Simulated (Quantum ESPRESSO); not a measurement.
# Kohn-Sham bands of MgSe (rock salt)

```yaml
crystal:
  lattice:
    - [0.00000, 2.73373, 2.73373]
    - [2.73373, 0.00000, 2.73373]
    - [2.73373, 2.73373, 0.00000]
  atoms:
    - { symbol: Mg, position: [0.00000, 0.00000, 0.00000] }
    - { symbol: Se, position: [0.50000, 0.50000, 0.50000] }
```

Structure: Materials Project mp-10760, symmetrised, not relaxed again. COD (Crystallography Open Database) has an entry of this formula and space group (matched by these alone). Level: PBEsol, no spin polarisation, no spin-orbit coupling; pw.x of Quantum ESPRESSO at 69 Ry with PseudoDojo potentials, 10×10×10 k-points, Wannier90. Density: 10×10×10 mesh, cold smearing 0.01 Ry. Spin-orbit coupling, left out, would split the p-like bands by a few tenths of an eV.

### Question
List the Kohn-Sham levels between −8 and 4.8 eV relative to the valence-band maximum at the high-symmetry points, as a band run of pw.x on that density gives them (levels within 2 meV counted together).

### Answer
```csv
point,k (reciprocal lattice),levels (eV)
Γ,0.000 0.000 0.000,"0.00 (×3), 2.43"
X,0.500 0.000 0.500,"-4.25, -1.78 (×2), 1.76, 3.90"
U,0.625 0.250 0.625,"-3.76, -3.33, -1.43, 2.99"
K,0.375 0.375 0.750,"-3.76, -3.33, -1.43, 2.99"
L,0.500 0.500 0.500,"-4.94, -0.57 (×2), 3.71"
W,0.500 0.250 0.750,"-3.31 (×2), -2.54, 4.50"
```
